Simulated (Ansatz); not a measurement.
Relaxed structure of H2O on the (100) surface of Rh, one molecule per 28.8 Å² (the molecule's atoms stand last):

```xyz
19
Lattice="5.3648 0.0000 0.0000 0.0000 5.3648 0.0000 0.0000 0.0000 24.5046" Properties=species:S:1:pos:R:3 pbc="T T T"
Rh    1.3412    1.3412    8.0000
Rh    1.3412    4.0236    8.0000
Rh    4.0236    1.3412    8.0000
Rh    4.0236    4.0236    8.0000
Rh    2.6824    2.6824    9.8967
Rh    2.6824    0.0000    9.8967
Rh    0.0000    2.6824    9.8967
Rh    0.0000    0.0000    9.8967
Rh    4.0308    4.0146   11.8081
Rh    4.0254    1.3450   11.8089
Rh    1.3345    4.0149   11.8082
Rh    1.3393    1.3451   11.8090
Rh    0.0000   -0.0027   13.6264
Rh   -0.0003    2.7108   13.7357
Rh    2.6823    0.0107   13.6688
Rh    2.6828    2.6860   13.6374
O     0.0071    2.2295   15.9787
H     0.7789    1.6238   15.9346
H    -0.7664    1.6258   15.9462
```

The calculation used DFT PBE+D3(BJ), scalar-relativistic, plane waves, PAW (Ansatz 0.2.0). Plane waves to 420 eV, a k mesh through Γ of 4×4×1 on the computed 19-atom cell and Gaussian smearing (0.10 eV); no spin polarisation. The cell repeats along c with a dipole correction in the vacuum.

The slab and the molecular layer are also computed alone at these places.

(1) How does the adsorption energy per molecule split into interaction and deformation?

(2) How much charge moves across the plane at z = 14.84 Å, midway between slab and molecule?

## Answers

(1) E_ads = -0.604 eV: interaction of the rigid parts -0.620 eV, deformation of the slab +0.030 eV, deformation of the molecule with its lateral interactions -0.014 eV.

(2) About 0.03 electrons a cell move down to the slab; half the integral of |Δρ| is 0.47 e.